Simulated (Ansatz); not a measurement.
Values for one crystal, relaxed and computed with the program Ansatz at the r²SCAN level (PAW); other levels are named.

| Property | Value |
|---|---|
| Volume per atom | 16.56 Å³ |
| Electronic character | metallic (no gap) |
| Pressure derivative B′ | 3.6 |
| Density of states at the Fermi level | 0.47 states/eV per atom (mean over ±0.08 eV) |
| Bulk modulus (Birch–Murnaghan fit) | 121 GPa |
| Formation energy from the elements (no fitted shifts) | -297 meV/atom |

Problem. Which of these materials gives this?
A. ZrPt, Cmcm (Zr on 4c, Pt on 4c)
B. TiRh3, Cu3Au type
C. Tc3Ru, P6_3/mmc (Tc on 6h, Ru on 2d)
D. Ti3Al, P6_3/mmc (Ti on 6h, Al on 2c)

Solution. D, Ti3Al, P6_3/mmc (Ti on 6h, Al on 2c)

The cell was relaxed with r²SCAN under the symmetry of its start. The run is not spin-polarised. The references are the lowest solids computed at this level, not always the standard phases.

Potentials: the later of the program's two PAW sets.
